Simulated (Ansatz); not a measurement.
ScAg (CsCl type, space group No. 221) at seven volumes, DFT-LDA in the program Ansatz with PAW potentials, scaled uniformly. One row is withheld.

```csv
V (Å³/atom),P (GPa)
16.935,11.89
17.493,7.27
18.051,3.34
18.609,0.00
19.168,-2.83
19.726,?
20.284,-7.26
```

Fit the shown pressures and predict the withheld one.

P = (3/2)B₀(x^(7/2) − x^(5/2))[1 + (3/4)(B′ − 4)(x − 1)] with x = (V₀/V)^(2/3). Least squares on the six rows gives V₀ = 18.610 Å³/atom, B₀ = 102 GPa, B′ = 4.46. At V = 19.726, x = 0.9619 and P = -5.22 GPa. The run itself gave -5.24 GPa.

Space group Pm-3m (CsCl type). The workflow started from a Materials Project entry (that database holds measured and hypothetical structures alike); the Crystallography Open Database files this formula in space group No. 221, but the cells were not matched. Its standing as an ambient phase is unchecked. The LDA relaxation kept the symmetry of its start; of distortions, only those at the zone centre were tested. The run is not spin-polarised.

Potentials: the later of the program's two PAW sets.
